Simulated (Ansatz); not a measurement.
Diamond alloy of Si and C (4 of 64 Si sites exchanged), 64 atoms

Ansatz, PAW, plane waves. PBEsol relaxation of volume and atoms (shape held) at the single k point (½, ½, ½); single points on the relaxed atoms at the Γ point alone, onto which points of the small cell's zone fold. Arrangement: unlike neighbours preferred. No spin–orbit coupling unless named.

Relaxed structure:

```
Si C
1.0
    10.60183    0.00000    0.00000
     0.00000   10.60183    0.00000
     0.00000    0.00000   10.60183
Si C
60 4
Direct
  0.00180 0.99519 0.99444
  0.99820 0.50050 0.00335
  0.99752 0.50059 0.49838
  0.49320 0.00211 0.99580
  0.49361 0.99738 0.50296
  0.51693 0.51567 0.01980
  0.51956 0.48466 0.48099
  0.12519 0.12266 0.12471
  0.12436 0.09691 0.62421
  0.12447 0.63392 0.12489
  0.12562 0.62457 0.62697
  0.62476 0.13038 0.13104
  0.62507 0.13077 0.61780
  0.62549 0.62752 0.61901
  0.25340 0.24460 0.99482
  0.24696 0.24075 0.50429
  0.25041 0.75817 0.99286
  0.24829 0.75742 0.50299
  0.75015 0.25016 0.00033
  0.73757 0.26617 0.47874
  0.73053 0.72695 0.02302
  0.75801 0.75837 0.50117
  0.38353 0.37684 0.12650
  0.38139 0.37284 0.61771
  0.38001 0.86861 0.12801
  0.35478 0.89251 0.64096
  0.86642 0.37639 0.13329
  0.86914 0.37340 0.61911
  0.86891 0.86838 0.12329
  0.89536 0.89374 0.60946
  0.25231 0.00069 0.25619
  0.24936 0.50082 0.24822
  0.25871 0.49967 0.75030
  0.75556 0.00026 0.25740
  0.75518 0.99995 0.74414
  0.72172 0.49953 0.25100
  0.74746 0.50038 0.75048
  0.38317 0.13320 0.37401
  0.35175 0.10573 0.85218
  0.38222 0.62348 0.37221
  0.38297 0.62560 0.88234
  0.89096 0.11276 0.39646
  0.87497 0.12533 0.87484
  0.86554 0.62215 0.37090
  0.86939 0.62859 0.88038
  0.99820 0.24433 0.25609
  0.00121 0.24161 0.74189
  0.99763 0.75659 0.25750
  0.00162 0.75872 0.74870
  0.51855 0.27056 0.26573
  0.49318 0.24411 0.75191
  0.51730 0.72998 0.23423
  0.49341 0.75520 0.74720
  0.12538 0.37271 0.37681
  0.12530 0.37339 0.87185
  0.10946 0.89476 0.39423
  0.14047 0.89212 0.85541
  0.62000 0.37700 0.88077
  0.62217 0.86881 0.37224
  0.62691 0.86840 0.87939
  0.00666 0.00225 0.50834
  0.62394 0.61535 0.13390
  0.24015 0.99914 0.74130
  0.62705 0.38184 0.36688
```

Problem. What are the mean bond lengths by pair (pairs within 1.2 times the sum of covalent radii, less contacts 15 % beyond the pair's median; cation–cation pairs of compounds aside; long ionic contacts are cut short by that bound)?

Solution. C–Si 2.003 ± 0.034 Å (standard deviation, 16 bonds); Si–Si 2.345 ± 0.031 Å (standard deviation, 112 bonds).

Problem. What gap lies between the top filled and the lowest empty level in the single points?

Solution. HSE06 0.86 eV (120 s on 7 threads of Neoverse-V2). An indirect band minimum needn't fold onto Γ of this cell; where it doesn't, these gaps are too wide.
